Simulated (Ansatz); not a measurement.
Method: Ansatz, DFT, r2SCAN, plane waves (500 eV) with PAW, scalar-relativistic. The PAW files were generated under PBE, with cores re-solved for the functional.

An element in the diamond structure gives this curve. The cell is scaled uniformly from the relaxed one, with fractional coordinates and shape fixed. Energies are extrapolated to zero smearing, pressures are those at the given smearing. Magnetic state: spin not included.

```csv
V (Å³/atom),E − E₀ (meV/atom),P (GPa)
48.859,6.0,0.33
51.080,2.5,0.21
53.301,0.5,0.11
55.522,0.0,0.00
57.743,0.8,-0.09
59.964,2.8,-0.17
62.184,5.9,-0.25
```

(1) Which element is it?
A. sodium
B. antimony
C. thallium
D. scandium

## Answers

(1) A. Its fit is V₀ = 55.27 Å³/atom, B₀ = 2.4 GPa, B₀′ = 1.2.
